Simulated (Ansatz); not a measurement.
AlP (CsCl type, space group No. 221) at seven volumes, plane-wave PAW PBE (Ansatz code), scaled uniformly. One row is withheld.

```csv
V (Å³/atom),P (GPa)
13.807,?
14.262,6.53
14.718,2.97
15.173,0.01
15.628,-2.43
16.083,-4.57
16.538,-6.44
```

Q: Fit the shown pressures and predict the withheld one.

A: P = (3/2)B₀(x^(7/2) − x^(5/2))[1 + (3/4)(B′ − 4)(x − 1)] with x = (V₀/V)^(2/3). Least squares on the six rows gives V₀ = 15.180 Å³/atom, B₀ = 90.7 GPa, B′ = 4.50. At V = 13.807, x = 1.0652 and P = 10.65 GPa. The run itself gave 10.59 GPa.

Space group Pm-3m (CsCl type). A made-up cell: these elements were put on the sites of a structure type; neither database checked (COD, Materials Project) lists it. It is not the phase usual at ambient conditions (space group No. 216). Symmetry was held in the PBE relaxation; its stability against distortions is not shown here.

Potentials: the later of the program's two PAW sets.
